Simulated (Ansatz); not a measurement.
**Relaxing Zn15S16**

Theory: Ansatz 0.2.0, DFT LDA, scalar-relativistic, plane waves, PAW. Settings: 420 eV cutoff, 2×2×2 k-mesh, shifted by half a step, Gaussian smearing of 0.01 eV, collinear spin.

What was changed: Zn vacancy (site a), charge -1, atoms relaxed at the host's cell.

In a supercell of 31 atoms the defect feels its periodic images, and the cell reads as a metal on the mesh, so a level in the gap can't be told from a carrier in the bands.

Command:

```bash
ansatz run input.yaml --threads 4 --pin off --max-ram 8192MiB --backend cpu --events-out ev --progress --plain --runs-dir out
```

Input:

```yaml
crystal:
  lattice:
    - [-5.296847862, -5.296847862, 5.296847862]
    - [5.296847862, 5.296847862, 5.296847862]
    - [-5.296847862, 5.296847862, -5.296847862]
  atoms:
    - { symbol: Zn, position: [-0.0047144697, 0.4999871901, 0.5013536367] }
    - { symbol: Zn, position: [0.7506201759, 0.7448266463, 0.501546846] }
    - { symbol: Zn, position: [0.2501704981, 0.4995278869, 0.2502422473] }
    - { symbol: Zn, position: [-0.0015049091, 0.748084719, 0.2434616374] }
    - { symbol: Zn, position: [0.7505608925, -0.0001479544, 0.2503908282] }
    - { symbol: Zn, position: [0.5010758589, 0.4994743655, -0.0048600769] }
    - { symbol: Zn, position: [0.244325563, 0.748718166, -0.0010864273] }
    - { symbol: Zn, position: [-0.0005664355, -0.0063477404, -0.0008156838] }
    - { symbol: Zn, position: [0.7499460105, 0.2507948173, -0.0047286381] }
    - { symbol: Zn, position: [0.501920922, 0.7443738202, 0.750398703] }
    - { symbol: Zn, position: [0.2502967861, -0.0003223658, 0.7503311932] }
    - { symbol: Zn, position: [-0.0048846078, 0.2513445772, 0.7501577682] }
    - { symbol: Zn, position: [0.5047387485, 0.0053252499, 0.5049553778] }
    - { symbol: Zn, position: [0.2567588533, 0.2548709011, 0.5058076062] }
    - { symbol: Zn, position: [0.5056253672, 0.2549330696, 0.2571829763] }
    - { symbol: S, position: [-0.0105940955, 0.7412203575, -0.0107528472], spin: 0.25 }
    - { symbol: S, position: [0.2511840172, 0.7489971869, 0.7501457263] }
    - { symbol: S, position: [-0.0003354728, 0.0006717963, 0.7503869345] }
    - { symbol: S, position: [0.5009724666, 0.7505525709, 0.5008784018] }
    - { symbol: S, position: [0.2492736188, -0.0012726677, 0.4986784185] }
    - { symbol: S, position: [0.0015679393, 0.2506313556, 0.5009391349] }
    - { symbol: S, position: [0.7500592827, 0.74895659, 0.250636242] }
    - { symbol: S, position: [0.4992344305, -0.0008473529, 0.2498421408] }
    - { symbol: S, position: [0.2499772338, 0.2486968243, 0.2501585355] }
    - { symbol: S, position: [-0.0004683734, 0.4995888445, 0.2505306551] }
    - { symbol: S, position: [0.7505364679, 0.0002831398, -0.0003306579] }
    - { symbol: S, position: [0.5008478543, 0.2503854293, 0.0018772456] }
    - { symbol: S, position: [0.2506103218, 0.4997858067, -0.0002997879] }
    - { symbol: S, position: [0.7511590762, 0.2575556482, 0.7514482319], spin: 0.25 }
    - { symbol: S, position: [0.509037062, 0.4970713198, 0.7508911838], spin: 0.25 }
    - { symbol: S, position: [0.7546971597, 0.4995856712, 0.5127141921], spin: 0.25 }
  host:
    lattice:
      - [0.0, 2.648423931, 2.648423931]
      - [2.648423931, 0.0, 2.648423931]
      - [2.648423931, 2.648423931, 0.0]
    atoms:
      - { symbol: Zn, position: [0.0, 0.0, 0.0] }
      - { symbol: S, position: [0.75, 0.75, 0.75] }
total_charge: -1
basis:
  ecutwfc: 420
  xc_grid: 2
kpoints:
  mp_grid: { grid: [2, 2, 2], shift: [0.5, 0.5, 0.5] }
hamiltonian:
  xc: lda
scf:
  occupations: { method: gaussian, width: 0.01 }
output:
  forces: true
  stress: false
  eigenvalues: true
  populations: true
  charged_corrections:
    defect_position: [0.75, 0.5, 0.75]
    epsilon: [[8.8171, 0.0, 0.0], [0.0, 8.8171, 0.0], [0.0, 0.0, 8.8171]]
  write_density: true
  write_potential: true
  elf: true
  volumetric_format: npy
magnetization:
  spin_polarized: true
relax:
  adjacent_minimum: "off"
  f_tol: 0.025
  max_steps: 45
```

F is the free energy.

Steps:

| step | F − F(1) (eV) | largest force component (eV/Å) |
| --- | --- | --- |
| 1 | 0.0000 | 0.379 |
| 2 | -0.0205 | 0.179 |
| 3 | -0.0290 | 0.007 |
| 4 | -0.0290 | 0.007 |

Relaxed structure:

```xyz
31
Lattice="-5.2968 -5.2968 5.2968 5.2968 5.2968 5.2968 -5.2968 5.2968 -5.2968" Properties=species:S:1:pos:R:3 pbc="T T T"
Zn    0.0319    5.3296   -0.0372
Zn   -2.6954    2.6092    5.2567
Zn   -0.0065    2.6461    2.6458
Zn    2.6830    5.2569    2.6835
Zn   -5.3033   -2.6506    2.6464
Zn    0.0328   -0.0369    5.3296
Zn    2.6829    2.6834    5.2567
Zn   -0.0445   -0.0373   -0.0375
Zn   -2.6137   -2.6868    5.3329
Zn   -2.6953    5.2570    2.6087
Zn   -5.3032    2.6462   -2.6505
Zn   -2.6142    5.3324   -2.6871
Zn   -5.3414    0.0323    0.0324
Zn   -2.6961    2.6834    0.0363
Zn   -2.6953    0.0357    2.6836
S     4.0180    3.9238    3.9234
S    -1.3342    6.6141    1.3199
S    -3.9751    3.9756   -3.9766
S    -1.3356    3.9725    3.9722
S    -3.9754    1.3167   -1.3244
S    -1.3346    3.9722   -1.3209
S    -1.3343    1.3200    6.6138
S    -3.9750   -1.3246    1.3169
S    -1.3355    1.3197    1.3199
S     1.3226    3.9729    1.3199
S    -3.9747   -3.9764    3.9760
S    -1.3338   -1.3211    3.9726
S     1.3228    1.3202    3.9724
S    -6.5760    1.3677    1.3684
S    -4.0312    3.9238    1.3694
S    -4.0305    1.3685    3.9236
```

The run converged. Time: 3.9 min on 4 threads of Intel(R) Xeon(R) Processor @ 2.70GHz, on a shared host, peak memory 2.3 GiB.